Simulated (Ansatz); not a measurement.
CsFe2As2 (I4/mmm): electronic heat capacity from the density of states

These are results of DFT PBEsol, scalar-relativistic, plane waves, PAW in Ansatz 0.2.0, not measurements.

Plane waves to 420 eV, a k mesh through Γ of 14×14×14 on the computed 5-atom cell and Gaussian smearing (0.10 eV); collinear spin from starting moments 0 0.95 0.95 0 0 μB.

Relaxed cell: I4/mmm, a = 3.701 Å, b = 3.701 Å, c = 15.168 Å, α = 90.00°, β = 90.00°, γ = 90.00°, 5 atoms in the primitive cell. Whether it is the stable form of this composition wasn't checked.

The density of states at the Fermi level is 3.654 states/eV in the cell of 5 atoms (1 formula unit; both spins, tetrahedra on a 21×21×21 mesh). The run ends with a moment of 1.51 μB a cell (largest on a site 0.86 μB), and the figure is for this state; a paramagnetic sample can have a quite different one. Another magnetic order, if the compound takes it, can change N(E_F) and the shape of the cell a good deal, and may open a gap, where γ is close to zero.

What Sommerfeld coefficient does this give?

Per formula unit N(E_F) = 3.654 states/eV. γ = (π²/3) k_B² N(E_F) N_A = 2.357 mJ/(mol K²) per state/eV, so γ = 8.6 mJ/(mol K²), a mole of formula units. This is the bare band result: a measured γ of the same phase and magnetic order is as a rule larger by a factor 1 + λ from phonons and spin fluctuations. N(E_F) at one energy is sensitive to the mesh where the density of states has sharp peaks.

Spin-orbit coupling is left out, which matters for the bands of heavy elements. Only parallel moments were tried here.

Only this magnetic start was tried.